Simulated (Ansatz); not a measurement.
TiGa3:
```yaml
crystal:
  lattice:
    - [-1.88125, 1.88125, 4.36755]
    - [1.88125, -1.88125, 4.36755]
    - [1.88125, 1.88125, -4.36755]
  atoms:
    - { symbol: Ti, position: [0.00000, 0.00000, 0.00000] }
    - { symbol: Ga, position: [0.75000, 0.25000, 0.50000] }
    - { symbol: Ga, position: [0.25000, 0.75000, 0.50000] }
    - { symbol: Ga, position: [0.50000, 0.50000, 0.00000] }
```

Relaxed with r²SCAN. Special points in fractions of this cell's reciprocal vectors: Γ (0.000, 0.000, 0.000); X (0.000, 0.000, 0.500); P (0.250, 0.250, 0.250); N (0.000, 0.500, 0.000); M (0.500, 0.500, -0.500); S (0.296, 0.704, -0.296); S0 (-0.296, 0.296, 0.296); R (-0.093, 0.093, 0.500); G (0.500, 0.500, -0.093).

Task: List the band energies nearest the Fermi level at these points for r²SCAN in the plane-wave PAW code Ansatz.

Result: In eV from the Fermi level; about four levels below and three above (degenerate sets whole), none deeper than 8.9 eV; points with the same levels are listed once.

```
k                    below                above
-  -----------------------  -------------------
Γ  -3.50 -1.37 -1.37 -1.20  0.82 1.15 2.17 2.17
X  -4.43 -3.33 -2.71 -1.14       2.04 2.12 2.64
P  -4.88 -2.25 -2.25 -1.87       1.45 2.04 2.60
N  -4.26 -4.14 -1.28 -0.35       0.62 1.87 2.88
M  -2.06 -1.33 -1.33 -0.13       1.03 1.03 1.18
S  -6.64 -1.32 -0.92 -0.77       0.74 1.65 1.79
R  -4.13 -2.73 -1.92 -1.00       1.70 2.10 2.42
```

Space group I4/mmm. The workflow started from a Materials Project entry (that database holds measured and hypothetical structures alike); the Crystallography Open Database files this formula in space group No. 139, but the cells were not matched. Its standing as an ambient phase is unchecked. The r²SCAN relaxation kept the symmetry of its start; its stability against distortions is not shown here. No spin polarisation was allowed. Spin–orbit coupling is left out wherever it is not named.

Potentials: the earlier of the program's two PAW sets.
